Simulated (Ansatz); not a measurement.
HfO$_{2}$ (rutile, P4_2/mnm), the program Ansatz at the r²SCAN level (PAW). The conduction-band minimum lies at Γ, with 1 equivalent valley. Second derivatives d²E/dk² of the lowest band at one valley (eV·Å²), along Cartesian directions:

```csv
direction,d²E/dk²
[100],9.130
[010],9.130
[001],11.82
[110],9.105
[101],10.48
[011],10.48
```

Question: Find the principal effective masses, the density-of-states mass and the conductivity mass.

Answer: Off-diagonal terms follow from H_xy = H[110] − (H_xx + H_yy)/2, and m*/mₑ = 7.620 eV·Å² over each eigenvalue: 0.64, 0.83, 0.84. One valley's DOS mass (m₁m₂m₃)^(1/3) = 0.77, conductivity mass 3/(Σ 1/mᵢ) = 0.76 mₑ.

Question: What effective density of states Nc follows at 300 K for parabolic valleys?

Answer: Nc = 2.509e19 × 1 × (0.77)^(3/2) ≈ 1.7e19 cm⁻³.

The first step of the workflow began from a Materials Project structure, measured or hypothetical; the Crystallography Open Database copy checked does not list it. It is not the phase usual at ambient conditions (space group No. 14, 29). The r²SCAN relaxation kept the symmetry of its start; its stability against distortions is not shown here. No spin polarisation was allowed. Spin–orbit coupling is left out wherever it is not named.

Potentials: the later of the program's two PAW sets.

Edges and masses are those of Kohn–Sham bands, whose gap is no quasiparticle gap.
